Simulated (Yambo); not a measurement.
Yambo input for LiBr (wurtzite, space group P6_3mc, No. 186) under isotropic strain of -3 % on all lattice vectors (a = b = 4.0107 Å, c = 6.4163 Å, α = β = 90.00°, γ = 120.00°), on PBEsol (pw.x of Quantum ESPRESSO, ONCV potentials, scalar-relativistic) wavefunctions on a 9×9×4 mesh:

```
optics
chi
dipoles
kernel
FFTGvecs= 40 Ry
Chimod= "HARTREE"
NGsBlkXd= 4 Ry
% QpntsRXd
 1 | 1 |
%
% BndsRnXd
 3 | 67 |
%
GrFnTpXd= "R"
% EnRngeXd
 0.0 | 20.0 | eV
%
% DmRngeXd
 0.2 | 0.2 | eV
%
CGrdSpXd= 50
ETStpsXd= 161
% LongDrXd
 1.0 | 0.0 | 0.0 |
%
```

First lines of the file o-*.eps_q1_inv_rpa_dyson:

```
Absorption @ Q(1):   1.00000000     0.00000000     0.00000000    [q->0 direction]
#
# [ X ] Hartree size     :   99
# [GEN] GF Energies     : Perdew, Burke & Ernzerhof SOL(X)+Perdew, Burke & Ernzerhof SOL(C)
# [GEN] Green`s Function     : Retarded
#
# [GEN] Gauge     : Length
# [GEN] [r,Vnl] included     : yes
#
#    E[1] [eV]     Im(eps)     Re(eps)     Im(eps_o)     Re(eps_o)
#
     0.000000     0.13326E-15     2.726642     -0.24305E-18     3.280481
     0.125000     0.001051     2.726970     0.001491     3.280946
     0.250000     0.002106     2.727954     0.002986     3.282341
     0.375000     0.003166     2.729597     0.004491     3.284671
     0.500000     0.004237     2.731903     0.006009     3.287943
     0.625000     0.005320     2.734881     0.007545     3.292166
     0.750000     0.006419     2.738539     0.009104     3.297354
     0.875000     0.007539     2.742888     0.010691     3.303521
     1.000000     0.008682     2.747942     0.012312     3.310689
     1.125000     0.009853     2.753717     0.013972     3.318878
     1.250000     0.011056     2.760231     0.015677     3.328114
     1.375000     0.012296     2.767506     0.017433     3.338429
     1.500000     0.013577     2.775565     0.019248     3.349855
     1.625000     0.014905     2.784436     0.021129     3.362432
     1.750000     0.016287     2.794151     0.023085     3.376203
     1.875000     0.017728     2.804744     0.025124     3.391216
     2.000000     0.019237     2.816253     0.027257     3.407527
     2.125000     0.020820     2.828724     0.029495     3.425196
     2.250000     0.022489     2.842206     0.031850     3.444293
     2.375000     0.024252     2.856753     0.034338     3.464895
     2.500000     0.026123     2.872429     0.036974     3.487088
     2.625000     0.028115     2.889303     0.039778     3.510969
     2.750000     0.030244     2.907455     0.042769     3.536647
     2.875000     0.032529     2.926974     0.045975     3.564246
     3.000000     0.034992     2.947963     0.049423     3.593905
     3.125000     0.037659     2.970537     0.053148     3.625784
     3.250000     0.040561     2.994832     0.057191     3.660064
     3.375000     0.043737     3.021001     0.061601     3.696954
     3.500000     0.047234     3.049225     0.066440     3.736695
     3.625000     0.051110     3.079713     0.071782     3.779567
     3.750000     0.055441     3.112715     0.077721     3.825901
     3.875000     0.060324     3.148530     0.084378     3.876090
     4.000000     0.065891     3.187520     0.091915     3.930603
```
(The file goes on to the top of the energy range.) Convergence of the RPA response with its 9×9×4 mesh was not tested.

Spin-orbit coupling is not included.

Geometry strained from the cell relaxed with PBEsol, atoms relaxed again.

This is not the ordinary phase of the substance; no match was found in the copy of COD used, and its stability was not checked.
